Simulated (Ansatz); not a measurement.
ZnCu:
```
ZnCu
1.0
    2.96336     0.00000     0.00000
    0.00000     2.96336     0.00000
    0.00000     0.00000     2.96336
Cu Zn
1 1
Direct
  0.00000   0.00000   0.00000
  0.50000   0.50000   0.50000
```

Relaxed with PBE. Special points in fractions of this cell's reciprocal vectors: Γ (0.000, 0.000, 0.000); X (0.000, 0.500, 0.000); M (0.500, 0.500, 0.000); R (0.500, 0.500, 0.500).

Question: List the band energies nearest the Fermi level at these points for PBE in the plane-wave PAW code Ansatz.

Answer: In eV from the Fermi level; about four levels below and three above (degenerate sets whole), none deeper than 8.9 eV; points with the same levels are listed once.

```json
[
 {"k": "Γ", "below": "-3.52 -3.52 -2.68 -2.68 -2.68", "above": "6.11 6.11 6.11"},
 {"k": "X", "below": "-3.22 -3.22 -2.75 -1.98", "above": "11.52 11.52 12.10 12.10"},
 {"k": "M", "below": "-2.83 -2.83 -2.45 -1.87 -1.87", "above": "1.69 2.00 13.71"},
 {"k": "R", "below": "-4.21 -4.21 -4.21 -2.43 -2.43", "above": "3.70 4.26 4.26 4.26"}
]
```

Space group Pm-3m (CsCl type). The PBE relaxation kept the symmetry of its start. The run is not spin-polarised.

Potentials: the later of the program's two PAW sets.
